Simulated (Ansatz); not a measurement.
A geometry of Bi2Se3 away from equilibrium: the start of the relaxation of a relaxed Bi2Se3 cell, doubled along one cell vector, shaken by Gaussian noise of σ = 0.08 Å a coordinate. Calculation: PBE (plane waves to 420 eV, PAW, scalar-relativistic; Ansatz, a quantum-chemistry and plane-wave program). Γ-centred k-mesh 4×2×4 on the run's cell (coarser than for final values), Fermi–Dirac smearing 0.05 eV.

```xyz
10
Lattice="3.7093 2.1415 3.6000 -7.4185 4.2831 7.1999 0.0000 -4.2831 3.6000" Properties=species:S:1:pos:R:3:forces:R:3 pbc="T T T" free_energy=-82413.337 pressure_GPa=0.1
Se    -2.1924    -0.0141     5.4776   -0.1381   -0.1095   -0.6700
Se    -5.9219     2.1793     8.9767    0.1390   -0.3927    0.0454
Se     1.0632    -1.8287     5.4221    0.3537   -0.5747   -0.6385
Se    -2.6624     0.2014     8.8125   -0.2867    0.0497    0.9134
Se     0.9395     2.0321     5.4731    0.3235   -0.6985    0.0739
Se    -2.6643     3.9002     8.9072    0.2225    0.2934    0.1541
Bi     0.0299    -0.1343     3.2918   -0.5771    0.6604    0.4881
Bi    -3.6928     2.0475     7.1038   -0.0798    0.0911   -0.5623
Bi    -0.1083    -0.1253     7.1774    0.3528    0.8185    0.5096
Bi    -3.6137     2.0900    10.9529   -0.3098   -0.1377   -0.3137
```

Positions in Å, forces in eV/Å, free energy of the cell in eV (comparable only within this code, potentials and settings). Largest force: 1.03 eV/Å, on Bi9 (atoms numbered as listed); the geometry lies 0.07 eV/atom above the end of its relaxation.

No spin polarisation in the result.

The end of the path is a generated cell of Bi2Se3: the first start was made by placing the elements on the sites of a structure type, and the end was not matched to a known phase here, so it may be hypothetical. Known forms of Bi2Se3 include space group No. 166.
